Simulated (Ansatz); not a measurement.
BaCuTeF:
```cif
data_Ba2Cu2F2Te2
_chemical_formula_sum 'Ba2 Cu2 Te2 F2'
_space_group_name_H-M_alt 'P 1'
_space_group_IT_number 1
_cell_length_a 4.35970
_cell_length_b 4.35970
_cell_length_c 9.27197
_cell_angle_alpha 90.000
_cell_angle_beta 90.000
_cell_angle_gamma 90.000
loop_
_space_group_symop_operation_xyz
  'x, y, z'
loop_
_atom_site_label
_atom_site_type_symbol
_atom_site_fract_x
_atom_site_fract_y
_atom_site_fract_z
_atom_site_occupancy
Ba1 Ba 0.00000 0.50000 0.65853 1
Ba2 Ba 0.50000 0.00000 0.34147 1
Cu1 Cu 0.00000 0.00000 0.00000 1
Cu2 Cu 0.50000 0.50000 0.00000 1
Te1 Te 0.50000 0.00000 0.83909 1
Te2 Te 0.00000 0.50000 0.16091 1
F1 F 0.50000 0.50000 0.50000 1
F2 F 0.00000 0.00000 0.50000 1
```

This is the PBEsol-relaxed structure.

Task: All from DFT-PBEsol in the program Ansatz with PAW potentials, unless another level is named. Predict the electronic dielectric constant ε∞ (DFPT).

Result: 8.08 (xx = yy), 5.14 (zz).

Task: And the Born charges (a third of the trace)?

Result: Ba +3.10, Cu +0.80, Te -2.00, F -1.90 e.

Space group P4/nmm. The first step of the workflow began from a Materials Project structure, measured or hypothetical; the Crystallography Open Database copy checked does not list it. Whether it is the stable phase at ambient conditions was not checked. The PBEsol relaxation kept the symmetry of its start; phonons show weakly imaginary modes. The run is not spin-polarised. No Hubbard U is applied. Spin–orbit coupling is left out wherever it is not named.

Potentials: the later of the program's two PAW sets.
